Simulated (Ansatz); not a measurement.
Starting cell, SrO (rock salt):

```xyz
2
Lattice="0.0000 2.5800 2.5800 2.5800 0.0000 2.5800 2.5800 2.5800 0.0000" Properties=species:S:1:pos:R:3 pbc="T T T"
O      0.0000     0.0000     0.0000
Sr     2.5800     2.5800     2.5800
```

A phonon eigenvector at Γ is frozen into this cell: atom i moves by Q times the vector below, so Q is the largest atomic displacement, in Å. The cell is held. It is one choice among 3 degenerate patterns.

| atom | x | y | z |
|---|---|---|---|
| O1 | 0.000 | 0.000 | 1.000 |
| Sr2 | 0.000 | 0.000 | -0.183 |

Method: r2SCAN (plane waves to 500 eV, PAW, scalar-relativistic; Ansatz, an electronic-structure program). k mesh 11×11×11 (Γ-centred), Fermi-Dirac smearing 0.05 eV. SrO was relaxed with its symmetry unable to fall. 

```csv
Q (Å),−dE/dQ from forces (eV/Å)
-0.280,1.600
-0.233,1.154
-0.187,0.806
-0.140,0.536
-0.093,0.324
-0.047,0.152
0.000,0.000
0.047,-0.152
0.093,-0.324
0.140,-0.536
0.187,-0.806
0.233,-1.154
0.280,-1.600
```

Q: What harmonic wavenumber does the curvature at Q = 0 give?

A: 214 cm⁻¹. E″ = 3.18 eV/Å², M = Σ mᵢ|uᵢ|² = 18.9 u, ν̃ = 521.5·√(|E″|/M).

(A displaced cell: forces are minus the slopes of the energy, force constants its curvatures, and phonons follow from these.)
